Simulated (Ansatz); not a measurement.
NbRh:
```cif
data_Nb2Rh2
_chemical_formula_sum 'Nb2 Rh2'
_space_group_name_H-M_alt 'P 1'
_space_group_IT_number 1
_cell_length_a 4.57662
_cell_length_b 2.81151
_cell_length_c 4.88959
_cell_angle_alpha 90.000
_cell_angle_beta 90.000
_cell_angle_gamma 90.000
loop_
_space_group_symop_operation_xyz
  'x, y, z'
loop_
_atom_site_label
_atom_site_type_symbol
_atom_site_fract_x
_atom_site_fract_y
_atom_site_fract_z
_atom_site_occupancy
Nb1 Nb 0.25000 0.00000 0.19956 1
Nb2 Nb 0.75000 0.00000 0.80044 1
Rh1 Rh 0.25000 0.50000 0.68890 1
Rh2 Rh 0.75000 0.50000 0.31110 1
```

Relaxed with r²SCAN.

Q: Tabulate the valence density and the electron localisation function along the shortest Nb–Nb contact (2.81 Å), DFT-r²SCAN in the program Ansatz with PAW potentials.

A: 

| distance from Nb (Å) | density (e/Å³) | ELF |
|---|---|---|
| 0.28 | 5.10 | 0.45 |
| 0.42 | 4.96 | 0.70 |
| 0.56 | 3.91 | 0.78 |
| 0.70 | 2.51 | 0.74 |
| 0.84 | 1.38 | 0.59 |
| 0.98 | 0.74 | 0.38 |
| 1.12 | 0.46 | 0.27 |
| 1.27 | 0.35 | 0.27 |
| 1.41 | 0.33 | 0.29 |
| 1.55 | 0.35 | 0.27 |
| 1.69 | 0.46 | 0.27 |
| 1.83 | 0.74 | 0.38 |
| 1.97 | 1.38 | 0.59 |
| 2.11 | 2.51 | 0.74 |
| 2.25 | 3.91 | 0.78 |
| 2.39 | 4.96 | 0.70 |
| 2.53 | 5.10 | 0.45 |

The density is the valence pseudo-density with augmentation charge, so density and ELF within about 1 Å of a nucleus are not all-electron values.

Space group Pmma. The workflow started from an entry of the Crystallography Open Database (COD), which files this formula under 2 space groups. Its standing as an ambient phase is unchecked. Symmetry was held in the r²SCAN relaxation; whether a distortion lowers the energy is not shown. No spin polarisation was allowed.

Potentials: the later of the program's two PAW sets.
